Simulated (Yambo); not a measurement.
Yambo input for NaCl (rock salt, space group Fm-3m, No. 225) under isotropic strain of +2 % on all lattice vectors (a = b = c = 4.0416 Å, α = β = γ = 60.00°), on norm-conserving PBEsol (Quantum ESPRESSO, 88 Ry, scalar-relativistic) wavefunctions on a 16×16×16 mesh:

```
optics
chi
dipoles
kernel
FFTGvecs= 40 Ry
Chimod= "HARTREE"
NGsBlkXd= 4 Ry
% QpntsRXd
 1 | 1 |
%
% BndsRnXd
 2 | 32 |
%
GrFnTpXd= "R"
% EnRngeXd
 0.0 | 20.0 | eV
%
% DmRngeXd
 0.2 | 0.2 | eV
%
CGrdSpXd= 50
ETStpsXd= 161
% LongDrXd
 1.0 | 0.0 | 0.0 |
%
```

First lines of the file o-*.eps_q1_inv_rpa_dyson:

```
Absorption @ Q(1):   1.00000000     0.00000000     0.00000000    [q->0 direction]
#
# [ X ] Hartree size     :   59
# [GEN] GF Energies     : Perdew, Burke & Ernzerhof SOL(X)+Perdew, Burke & Ernzerhof SOL(C)
# [GEN] Green`s Function     : Retarded
#
# [GEN] Gauge     : Length
# [GEN] [r,Vnl] included     : yes
#
#    E[1] [eV]     Im(eps)     Re(eps)     Im(eps_o)     Re(eps_o)
#
     0.000000     -0.18565E-09     2.339094     -0.10621E-17     2.748262
     0.125000     0.801930E-3     2.339344     0.001078     2.748598
     0.250000     0.001607     2.340094     0.002159     2.749606
     0.375000     0.002416     2.341348     0.003247     2.751291
     0.500000     0.003234     2.343108     0.004345     2.753656
     0.625000     0.004063     2.345381     0.005457     2.756710
     0.750000     0.004906     2.348175     0.006586     2.760461
     0.875000     0.005766     2.351499     0.007737     2.764924
     1.000000     0.006646     2.355365     0.008913     2.770110
     1.125000     0.007550     2.359786     0.010119     2.776039
     1.250000     0.008481     2.364778     0.011360     2.782729
     1.375000     0.009444     2.370360     0.012641     2.790205
     1.500000     0.010443     2.376552     0.013967     2.798491
     1.625000     0.011484     2.383378     0.015344     2.807618
     1.750000     0.012572     2.390867     0.016780     2.817621
     1.875000     0.013714     2.399048     0.018283     2.828536
     2.000000     0.014916     2.407957     0.019860     2.840409
     2.125000     0.016187     2.417633     0.021522     2.853288
     2.250000     0.017537     2.428123     0.023281     2.867229
     2.375000     0.018977     2.439477     0.025149     2.882295
     2.500000     0.020519     2.451755     0.027141     2.898557
     2.625000     0.022180     2.465024     0.029277     2.916097
     2.750000     0.023978     2.479362     0.031576     2.935010
     2.875000     0.025935     2.494858     0.034067     2.955403
     3.000000     0.028079     2.511618     0.036778     2.977401
     3.125000     0.030445     2.529764     0.039751     3.001149
     3.250000     0.033075     2.549443     0.043033     3.026820
     3.375000     0.036026     2.570828     0.046688     3.054616
     3.500000     0.039371     2.594130     0.050797     3.084783
     3.625000     0.043208     2.619607     0.055470     3.117618
     3.750000     0.047675     2.647583     0.060855     3.153489
     3.875000     0.052967     2.678466     0.067169     3.192861
     4.000000     0.059376     2.712785     0.074726     3.236330
```
(The file goes on to the top of the energy range.) Convergence of the RPA response with its 16×16×16 mesh was not tested.

Geometry strained from the cell relaxed with PBEsol, atoms relaxed again.
